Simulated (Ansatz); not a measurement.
Input file for Ansatz (a quantum-chemistry and plane-wave program):

Ansatz 0.2 input:
```yaml
crystal:
  lattice:
    - [0.0, 2.0936763988, 2.0936763988]
    - [2.0936763988, 0.0, 2.0936763988]
    - [2.0936763988, 2.0936763988, 0.0]
  atoms:
    - { symbol: V, position: [0.0, 0.0, 0.0] }
    - { symbol: H, position: [0.25, 0.25, 0.25] }
    - { symbol: H, position: [0.75, 0.75, 0.75] }
kpoints:
  mp_grid: { grid: [17, 17, 17] }
hamiltonian:
  xc: r2scan
  pseudopotentials: { kind: paw }
scf:
  occupations: { method: gaussian, width: 0.05 }
checkpoint: { read: metal.run }
output: { bader: true, populations: true }
```

Output (shortened):

```
Pseudopotential: V, paw, valence charge 13
Pseudopotential: H, paw, valence charge 1
Functional definition: r2SCAN
Crystal: 3 atoms, lattice volume = 18.355 Å³
Basis set: ecut = 500 eV, 459 PW (Γ), exchange–correlation on 96×96×96 points (64 copies of the dense FFT grid, shifted against one another)
Bands: 16, of which v1, the nominal top of the filled ones, is band 8 counted from 1 (7 counted from 0)
Symmetry: 48 space group operations
Space group: Fm-3m (ITA 225), of the structure as read, at distance tolerance 2.6e-5 Å
k-points: 165 of 4913
Stability of the state it starts from, as read at its close in the unpolarized treatment …
iter 1 solved again at ethr=6.60e-9 eV; its pass at ethr=3.10e-3 eV (dr2=9.91e-7 eV) is discarded
SCF iter   1: F=—  HF=-2949.665290 eV  |F-HF|=—  |Δ(HF+E_count)|=         —  Δρ=6.46e-7  dr2=6.85e-11  dr2_τ=8.84e-13  ethr=6.60e-9  ⟨swp⟩=2.7  Hψ=18502  notcnv=0
preconditioner: auto → none
SCF iter   2: F=-2949.665290 eV  HF=-2949.665290 eV  |F-HF|=1.91e-11  |Δ(HF+E_count)|=  1.73e-10  Δρ=3.48e-7  dr2=1.93e-11  dr2_τ=4.66e-13  ethr=1.00e-12  ⟨swp⟩=3.4  Hψ=6580  notcnv=0
SCF 1 converged in 2 iterations: F = -2949.665290 eV  dr2 = 1.93e-11
SCF converged after 2 iterations
Free energy (F): -2949.665290 eV
Harris-Foulkes:  -2949.665290 eV  (|F-HF|=1.91e-11)
Internal energy: -2949.663442 eV  (E = F + TS)
E sigma→0 (E₀):  -2949.664366 eV
Entropy (-TS):   -0.001848 eV (-0.616 meV/atom)
Fermi energy:    14.095448 eV
--- Per-component energies (eV) ---
  E_band       = -195.910974
  E_kinetic    = 367.892156
  E_local      = -1048.132759  (includes V_loc(G=0)·N_el)
  E_nonlocal   = -42.315368
  E_hartree    = 466.317203
  E_xc         = -146.444832
  E_vxc        = -212.146427  (∫ρ·V_xc dr)
  E_paw        = -1123.219030  (= ΣΔE_a)
  E_vpaw       = -207.474070  (= ΣTr[D̂ρ^β])
  E_aug_tail   = -0.000833  (compensation charges beyond the density's cutoff)
  E_vtau       = 13.632015  (kinetic-family band-sum trace: ∫τ·v_τ [+ j·A + Jᵃ·Aᵃ] dr)
  E_ewald      = -1423.494198
  E_core_change = -0.265781  (= ΣΔE_core)
  E_smearing   = -0.001848  (= −TS)
  E_closure    = 0.000000  (closes the sum)
  Σ components = -2949.665290   (vs F -2949.665290, Δ=0.00e0)
  [band-id]    e_kinetic+e_local+e_nonlocal+2·e_hartree+e_vxc+e_vpaw+e_augmentation_tail+e_vtau = -195.910880   (vs E_band -195.910974, Δ=9.40e-5)
--- Band table (eV; the first three rows and the last of 165) ---
  k-point 0: bands = ["-53.1558", "-25.6770", "-25.6770", "-25.6770", "1.6612", "13.0515", "13.0515", "13.0515", "14.8973", "14.8973", "14.9860", "31.1323", "32.6436", "32.6436", "32.6436", "34.6898"]
  k-point 1: bands = ["-53.1537", "-25.6916", "-25.6788", "-25.6788", "1.7603", "12.4641", "13.0904", "13.0904", "14.8751", "14.8751", "15.6300", "29.9722", "32.5563", "32.5563", "32.7887", "34.8065"]
  k-point 2: bands = ["-53.1476", "-25.7334", "-25.6840", "-25.6840", "2.0510", "11.4831", "13.1935", "13.1935", "14.8253", "14.8253", "16.7608", "28.2840", "31.9372", "32.3439", "32.3439", "34.9946"]
  k-point 164: bands = ["-53.0724", "-25.9674", "-25.9391", "-25.8180", "7.3238", "7.3401", "11.2179", "14.4661", "15.8394", "17.5436", "18.0695", "21.1870", "22.0444", "29.9016", "30.9599", "36.8906"]
--- Löwdin populations: 3 sites ---
  site symbol       q [e]
     0      V     12.4613
     1      H      1.2207
     2      H      1.2207
  spilling = 0.006492 (of n_electrons = 15.000000)
--- Bader charges: 3 sites ---
  site symbol  charge [e]  shift [e]
     0      V      1.2808     0.0023
     1      H     -0.6404     0.0012
     2      H     -0.6404     0.0012
  shift: an alarm, by how much a part of what the PAW files miss would move the charge. Where it is large, compare
  with a run on PAW files of another source; a small one proves nothing
  estimated error of the sums over rays = 6.8e-5 e
```

Cost: roughly 20 core-seconds on shared cores.

The workflow started from an entry of the Crystallography Open Database (COD). Whether it is the stable phase at ambient conditions was not checked. Symmetry was held in the r²SCAN relaxation; whether a distortion lowers the energy is not shown. The run is not spin-polarised.

Potentials: the later of the program's two PAW sets.

Ansatz is a plane-wave DFT program.
